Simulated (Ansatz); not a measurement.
## Stability checks on a candidate for Sc4Al

It was reached by relaxing an invented guess, and it needn't be the stable form of this composition.

Level of theory: DFT PBE, scalar-relativistic, plane waves, PAW in Ansatz 0.2.0. The final run on the 5-atom cell used 420 eV, a Γ-centred 12×12×12 mesh, 0.10 eV smearing and no spin polarisation.

```
CELL_PARAMETERS angstrom
2.47365 1.42816 5.27376
-2.47365 1.42816 5.27376
0.00000 -2.85632 5.27376
ATOMIC_POSITIONS crystal
Sc 0.68356 0.68356 0.68356
Sc 0.10485 0.10485 0.10485
Sc 0.89515 0.89515 0.89515
Sc 0.31644 0.31644 0.31644
Al 0.50000 0.50000 0.50000
```

The zero of energy is the elements' standard structures at the same level; no fitted shifts are applied.

Q: These tests were run: energy against the elements; random kick, then relaxation without symmetry; phonons at Γ; elastic tensor. What do they show?

A:

```json
{"test": "energy against the elements", "result": "−0.17 eV/atom"}
{"test": "random kick, then relaxation without symmetry", "result": "returns"}
{"test": "phonons at Γ", "result": "lowest optical mode 134 cm⁻¹"}
{"test": "elastic tensor", "result": "least eigenvalue 13 GPa"}
```

It fails none of these tests outright. Other phases of the system weren't compared here, so this isn't yet thermodynamic stability. Phonons away from Γ weren't computed. Undecided within the accuracy: elastic tensor.

The kick test ran on a coarse mesh. The run for the phonons used a 12×12×12 k mesh and Fermi–Dirac smearing of 0.15 eV. The run for the elastic tensor used a 12×12×12 k mesh and Fermi–Dirac smearing of 0.15 eV.
